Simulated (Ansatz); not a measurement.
AlN (wurtzite) was relaxed and computed twice in Ansatz (plane waves, PAW), once with LDA and once with r²SCAN.

```csv
,run 1,run 2
cell,"a = 3.089 Å, b = 3.089 Å, c = 4.943 Å, α = 90.00°, β = 90.00°, γ = 120.00°","a = b = 3.107 Å, c = 4.978 Å, α = β = 90.00°, γ = 120.00°"
gap (eV),4.42,4.87
ΔH_f (eV/atom),-1.67,-1.62
B₀ by P(V) fit (GPa),210,210
K_Hill (GPa),211,210
G_Hill (GPa),124,133
ε∞,4.47,4.21
ε0,8.51,8.17
"highest Γ mode, no LO–TO term (cm⁻¹)",730,740
electron conductivity mass (mₑ),0.32,0.30
Θ_D (K),931,963
```

Q: Which run used which functional?

A: Run 1 is LDA, run 2 is r²SCAN.

All cells were relaxed under the symmetry of their starts (and spin orders); stability against distortions was not tested throughout.

Potentials: the earlier of the program's two PAW sets.

Ansatz (an electronic-structure program) is a plane-wave DFT program.

Formation energies count from the lowest solids of the elements computed at the same level, not from gases.
